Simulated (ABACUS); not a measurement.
Worked example: self-consistent single point of HfSi (Pnma, 8 atoms in the cell; from Materials Project mp-1042, changed as shown) in ABACUS.

Method: LDA (PW92), PseudoDojo 0.4 standard norm-conserving LDA (tails mended) pseudopotentials (plane waves; ABACUS).

The change in words: lattice vector a scaled by 0.98. Reference geometry (Pnma):
```xyz
8
Lattice="6.8624 0.0000 0.0000 0.0000 3.7682 0.0000 0.0000 0.0000 5.2234" Properties=species:S:1:pos:R:3 pbc="T T T"
Hf     4.6331     0.9421     1.9556
Hf     2.2293     2.8262     3.2678
Hf     5.6605     2.8262     4.5673
Hf     1.2019     0.9421     0.6561
Si     3.7271     0.9421     4.4967
Si     3.1353     2.8262     0.7267
Si     6.5665     2.8262     1.8850
Si     0.2959     0.9421     3.3385
```

Reference input (self-consistent single point, DFT, LDA (PW92), plane waves, PseudoDojo 0.4 standard norm-conserving LDA (tails mended) pseudopotentials): KPT = Gamma 3 5 3 0 0 0; basis_type = pw; dft_functional = PWLDA; ecutwfc = 58 Ry; smearing_method = fd; smearing_sigma = 0.00734986 Ry; potentials = PseudoDojo 0.4 standard norm-conserving LDA (tails mended); symmetry = 1; symmetry_prec = 1e-05; ks_solver = dav_subspace; scf_nmax = 100; scf_thr = 1.0e-09 Ry. This run's input differs from it in these lines:

```diff
@@ -27,3 +27,3 @@
 LATTICE_VECTORS
-  12.9680565576    0.0000000000    0.0000000000
+  12.7086954265    0.0000000000    0.0000000000
    0.0000000000    7.1209226746    0.0000000000
```

The program printed (abridged):

```
 SELF-CONSISTENT
 -------------------------------------------
                                 init_chg = atomic

 PW ALGORITHM --------------- ION=   1  ELEC=   1--------------------------------

 Notice: Threshold on eigenvalues was too large.

 Density error is 0.171899180471
                          Error Threshold = 0.000265314948184
 E_KohnSham     -486.1551189725      -6614.4797298934
 E_Fermi        1.0644166466         14.4821314403

 PW ALGORITHM --------------- ION=   1  ELEC=   2--------------------------------

 Density error is 0.0499931523506
                          Error Threshold = 0.000268592469486
   [... lines left out ...]

 Density error is 2.53801746843e-08
                          Error Threshold = 2.50451344994e-09
 E_KohnSham     -486.2066351608      -6615.1806435943
 E_Fermi        1.0509869896         14.2994115824

 PW ALGORITHM --------------- ION=   1  ELEC=   7--------------------------------

 Density error is 3.94137908046e-10
                          Error Threshold = 3.96565229442e-11
 E_KohnSham     -486.2066351672      -6615.1806436810
 E_KS(sigma->0) -486.2037104162      -6615.1408504019
 E_entropy(-TS) -0.0058495020        -0.0795865580
 E_Fermi        1.0509910430         14.2994667311
 charge density convergence is achieved
 final etot is -6615.1806437 eV
 EFERMI = 14.299466731 eV

 STATE ENERGY(eV) AND OCCUPATIONS    NSPIN == 1
   [... 39 lines left out ...]

 TOTAL-FORCE (eV/Angstrom)
                       Hf1        -0.0071568357         0.0000000000        -0.0689602707
                       Hf2         0.0071568357         0.0000000000         0.0689602707
                       Hf3         0.0071568357         0.0000000000        -0.0689602707
                       Hf4        -0.0071568357         0.0000000000         0.0689602707
                       Si1        -0.0205972958         0.0000000000        -0.0500669683
                       Si2         0.0205972958         0.0000000000         0.0500669683
                       Si3         0.0205972958         0.0000000000        -0.0500669683
   [... lines left out ...]

 TOTAL-STRESS (KBAR)
       -13.8582270972         0.0000000000         0.0000000000
         0.0000000000       -41.7340544948         0.0000000000
         0.0000000000         0.0000000000       -44.0335063023
 TOTAL-PRESSURE: -33.208596 KBAR

 --------------------------------------------
 !FINAL_ETOT_IS -6615.1806436809547449 eV
 --------------------------------------------
```

The run converged in 7 iterations. Against the reference run the free energy goes down by 8.4 meV/atom, the pressure goes from -6.28 to -3.32 GPa and the largest force goes from 0.130 to 0.069 eV/Å.

The structure comes from a collection of computed structures, made at another level of theory; the collection holds predicted forms beside known ones. No clean gap shows at this smearing width and mesh (spacing up to 0.40 Å⁻¹); the mesh is coarse for partly filled bands, so the values carry mesh errors.

Cost on one core: around 40 core-seconds (rough).

“Tails mended”: in these copies of the files the far tail of each local potential was reset to the Coulomb form.
